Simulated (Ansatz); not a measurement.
Starting cell, C (diamond):

```
CELL_PARAMETERS angstrom
      0.00000     1.78581     1.78581
      1.78581     0.00000     1.78581
      1.78581     1.78581     0.00000
ATOMIC_POSITIONS crystal
  C  0.50000 0.50000 0.50000
  C  0.75000 0.75000 0.75000
```

Scan: atom 2 (C, nearest neighbour C at 1.547 Å; its periodic images, 2.5 Å or more away, move with it) is displaced towards the nearest neighbour, direction (-0.577, -0.577, -0.577) in Cartesian axes, by s. The other atoms stay.

These are PBE (plane waves to 420 eV, PAW, scalar-relativistic; Ansatz, an electronic-structure program) values and carry that method's errors. k mesh 13×13×13 (Γ-centred), Fermi-Dirac smearing 0.05 eV. The energy includes the smearing's −TS. Left out: 1 of 11 points, with atoms too close for the PAW data. As the smearing reaches across the gap at some points, energies and forces of such displacements shift with the k mesh and the smearing. C was relaxed with its symmetry unable to fall. The PAW data are Ansatz's earlier set. ΔE is measured from the undisplaced structure. The last digit holds for this mesh only.

| s (Å) | ΔE (meV/cell) |
|---|---|
| -0.460 | 1623.5 |
| -0.368 | 1281.7 |
| -0.276 | 886.1 |
| -0.184 | 474.5 |
| -0.092 | 137.4 |
| 0.000 | 0.0 |
| 0.092 | 172.9 |
| 0.184 | withheld |
| 0.276 | 1874.6 |
| 0.368 | 3595.7 |

Question: Fit a polynomial form (powers 2, 3, 4) to the given rows and predict ΔE at s = 0.184.

Answer: Least squares on the 9 given rows: ΔE = (17840)·s² + (23110)·s³ + (1974)·s⁴, in meV/cell with s in Å; root-mean-square residual 10.69 meV/cell. At 0.184 the fit gives 750.2 meV/cell; the calculation gives 762.4 meV/cell, so the interpolation is off by -12.2 (-1.6 %). The quadratic term alone would give 604.0 meV/cell.

(A displaced cell: forces are minus the slopes of the energy, force constants its curvatures, and phonons follow from these.)
